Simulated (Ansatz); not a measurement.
PtS$_{2}$:
```yaml
crystal:
  lattice:
    - [3.52731, 0.00000, 0.00000]
    - [-1.76365, 3.05474, 0.00000]
    - [0.00000, 0.00000, 31.00000]
  atoms:
    - { symbol: S, position: [0.66667, 0.33333, 0.54013] }
    - { symbol: Pt, position: [0.00000, 0.00000, 0.50000] }
    - { symbol: S, position: [0.33333, 0.66667, 0.45987] }
```
The layer is periodic in x and y and isolated along z.

Relaxed with r²SCAN+D4.

Tabulate the total density of states from DFT-r²SCAN+D4 in the program Ansatz with PAW potentials.

States/eV per cell of 3 atoms, means over 0.25 eV bins, energy of the bin centre from the valence-band maximum.

```tsv
E (eV)	total
-7.85	0.00
-7.60	0.00
-7.35	0.00
-7.10	0.00
-6.85	0.00
-6.60	0.50
-6.35	1.02
-6.10	1.25
-5.85	2.49
-5.60	3.92
-5.35	6.49
-5.10	1.95
-4.85	2.58
-4.60	2.52
-4.35	1.75
-4.10	2.32
-3.85	4.45
-3.60	3.69
-3.35	2.74
-3.10	1.47
-2.85	0.46
-2.60	0.70
-2.35	2.66
-2.10	6.34
-1.85	1.50
-1.60	1.46
-1.35	2.77
-1.10	2.95
-0.85	2.17
-0.60	3.15
-0.35	3.74
-0.10	4.97
0.15	0.00
0.40	0.00
0.65	0.00
0.90	0.00
1.15	0.00
1.40	0.00
1.65	0.00
1.90	0.00
2.15	2.27
2.40	3.00
2.65	2.41
2.90	4.33
3.15	3.46
3.40	0.53
3.65	0.00
3.90	0.00
4.15	0.00
4.40	0.00
4.65	0.00
4.90	0.00
5.15	0.00
5.40	0.00
5.65	0.00
5.90	0.07
6.15	1.07
6.40	1.21
```

Space group P-3m1 (1T). A layer that has been made, often on a substrate. Symmetry was held in the r²SCAN+D4 relaxation; its stability against distortions is not shown here. No spin polarisation was allowed. Scalar-relativistic: spin–orbit coupling is off unless named, which matters more the heavier the elements.

Potentials: the later of the program's two PAW sets.
